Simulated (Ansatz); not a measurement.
Starting cell, ZnSe (zinc blende):

```
ZnSe
1.0
    0.00000     5.66546     5.66546
    2.83273     0.00000     2.83273
    2.83273     2.83273     0.00000
Se Zn
2 2
Direct
  0.37500   0.75000   0.75000
  0.87500   0.75000   0.75000
  0.00000   0.00000   0.00000
  0.50000   0.00000   0.00000
```

Scan: atom 2 (Se, nearest neighbour Zn at 2.453 Å; its periodic images, 4.0 Å or more away, move with it) is displaced along Cartesian [111], direction (0.577, 0.577, 0.577) in Cartesian axes, by s. The other atoms stay.

Method: r2SCAN (plane waves to 500 eV, PAW, scalar-relativistic; Ansatz, a program for electronic structure). k mesh 4×8×8 (Γ-centred), Fermi-Dirac smearing 0.05 eV. Stress and pressure are positive under compression. Left out: 1 of 11 points, with atoms too close for the PAW data. F∥ is the force on the atom along that direction. F⊥ is the part of the force across the line. ZnSe was relaxed with its symmetry unable to fall. 

| s (Å) | |F⊥| (eV/Å) | F∥ (eV/Å) | P (GPa) |
|---|---|---|---|
| -0.740 | 0.674 | ___ | 2.7 |
| -0.592 | 0.523 | ___ | 2.2 |
| -0.444 | 0.377 | 1.187 | 1.5 |
| -0.296 | ___ | ___ | 0.9 |
| -0.148 | 0.113 | 0.724 | 0.3 |
| 0.000 | 0.000 | 0.000 | 0.0 |
| 0.148 | 0.106 | -1.258 | 0.4 |
| 0.296 | 0.214 | -3.368 | 1.8 |
| 0.444 | 0.338 | -6.932 | 5.0 |
| 0.592 | 0.493 | -13.086 | 10.8 |

Task: What belongs in the gaps?

Result: 
- -0.740, F∥ (eV/Å): 0.931
- -0.592, F∥ (eV/Å): 1.110
- -0.296, |F⊥| (eV/Å): 0.239
- -0.296, F∥ (eV/Å): 1.085

(For displaced atoms, the force is minus the slope of the energy, and its curvature is a force constant, which sets phonon frequencies.)
